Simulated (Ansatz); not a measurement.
## Zone-centre phonons of NaVSe₃ at 10.4 GPa: input and output

These are results of Ansatz, DFT PBE, scalar-relativistic, plane waves, PAW, not measurements.

Launched with:
```bash
ansatz run input.yaml --threads 1 --pin off --max-ram 2560MiB --backend cpu --events-out ev --progress --plain --runs-dir out
```

Input (bare energies are in eV):
```yaml
crystal:
  lattice:
    - [4.6885, 0.0, 0.0]
    - [0.0, 4.6885, 0.0]
    - [0.0, 0.0, 4.6885]
  atoms:
    - { symbol: Na, position: [0.0, 0.0, 0.0] }
    - { symbol: V, position: [0.5, 0.5, 0.5] }
    - { symbol: Se, position: [0.5, 0.5, 0.0] }
    - { symbol: Se, position: [0.5, 0.0, 0.5] }
    - { symbol: Se, position: [0.0, 0.5, 0.5] }
basis:
  ecutwfc: 420
kpoints:
  mp_grid: { grid: [8, 8, 8] }
hamiltonian:
  xc: pbe
scf:
  occupations: { method: fermi_dirac, width: 0.15 }
output:
  eigenvalues: true
phonons:
  method: dfpt
  eigenvectors: true
```

The end of the output:
```
--- Phonons (Γ-DFPT): 4 representative perturbations + reference, on 125 of 512 k-points (Σ response iterations 12) ---
  k mesh reduced under 8 symmetry operations, with k and −k counted as one. Each operation leaves every solved displacement unchanged or reverses it
  ASR residual: 8.071e-4 → 0.000e0 eV/Å²; symmetrization residual: 4.951e-6 eV/Å²
  ASR residual per site (eV/Å²): 6.05e-5 8.07e-4 2.03e-5 2.03e-5 2.03e-5
  Γ frequencies (cm⁻¹): -105.16 -105.16 -105.16 -1.33 -1.33 -1.33 0.00 0.00 0.00 84.80 84.80 84.80 309.56 309.56 309.56
  non-analytic LO–TO correction: not included (Born effective charges unavailable; polar crystals: no LO–TO splitting at Γ)
```

It took 100 s on 1 thread of AMD EPYC 9R45 96-Core Processor (Zen 5) (shared host), peak memory 1.7 GiB.

Its imaginary modes show that this cell, the ideal cubic perovskite prototype, isn't a minimum of the energy. In a metal, frequencies and elastic constants depend on the k mesh and the smearing, soft modes and shear constants most. A semilocal functional can close a gap that the real compound has.

Negative frequencies stand for imaginary ones: the cell is unstable against these modes.